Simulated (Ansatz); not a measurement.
CdWO4 in space group P2/c (No. 13; Cd on 2f, W on 2e, O on 4g, O on 4g) at seven volumes, r²SCAN in the plane-wave PAW code Ansatz, shape and atoms relaxed at each. One row is withheld.

| V (Å³/atom) | P (GPa) |
|---|---|
| 11.410 | 14.78 |
| 11.786 | ? |
| 12.162 | 4.30 |
| 12.539 | 0.00 |
| 12.915 | -3.56 |
| 13.291 | -6.25 |
| 13.667 | -7.52 |

Question: Fit the shown pressures and predict the withheld one.

Answer: P = (3/2)B₀(x^(7/2) − x^(5/2))[1 + (3/4)(B′ − 4)(x − 1)] with x = (V₀/V)^(2/3). Least squares on the six rows gives V₀ = 12.533 Å³/atom, B₀ = 119 GPa, B′ = 6.13. At V = 11.786, x = 1.0418 and P = 8.82 GPa. The run itself gave 9.27 GPa.

The workflow started from a Materials Project entry (that database holds measured and hypothetical structures alike); the Crystallography Open Database files this formula in space group No. 13, but the cells were not matched. Whether it is the stable phase at ambient conditions was not checked. The r²SCAN relaxation kept the symmetry of its start; its stability against distortions is not shown here. No spin polarisation was allowed. No Hubbard U is applied. Scalar-relativistic: spin–orbit coupling is off unless named, which matters more the heavier the elements.

Potentials: the later of the program's two PAW sets.
